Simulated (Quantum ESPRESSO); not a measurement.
NaLaHf2O6, space group Fm-3m (No. 225):

```
Hf2LaNaO6
1.0
    0.00000     4.10692     4.10692
    4.10692     0.00000     4.10692
    4.10692     4.10692     0.00000
Na La Hf O
1 1 2 6
Direct
  0.50000   0.50000   0.50000
  0.00000   0.00000   0.00000
  0.25000   0.25000   0.25000
  0.75000   0.75000   0.75000
  0.50000   0.50000   0.00000
  0.00000   0.00000   0.50000
  0.00000   0.50000   0.50000
  0.50000   0.00000   0.00000
  0.50000   0.00000   0.50000
  0.00000   0.50000   0.00000
```
Geometry: a computed entry of the Materials Project; it was not checked against measured cells. It is NaLaHf2O6 in Fm-3m; whether this form has been observed was not checked. Stability against distortions was not tested. The run has no spin polarisation.

```csv
site,Wyckoff letter,site symmetry
Na,b,m-3m
La,a,m-3m
Hf,c,-43m
O,d,mmm
```

Cores are frozen. Against all-electron runs on small test molecules, this scheme's |Vzz| missed by −2 to +6 % on O.

Q: Where does symmetry force the field gradient to vanish or to be axial, and what does PBE PAW (JTH datasets; density from pw.x of a modified build of Quantum ESPRESSO, gradients reconstructed from it by a script) give?

A: 
| site | by symmetry | Vzz (a.u.) | η_Q |
|---|---|---|---|
| Na | vanishes (cubic site) | 0 | – |
| La | vanishes (cubic site) | 0 | – |
| Hf | vanishes (cubic site) | 0 | – |
| O | η is free | 0.444 | 0.05 |
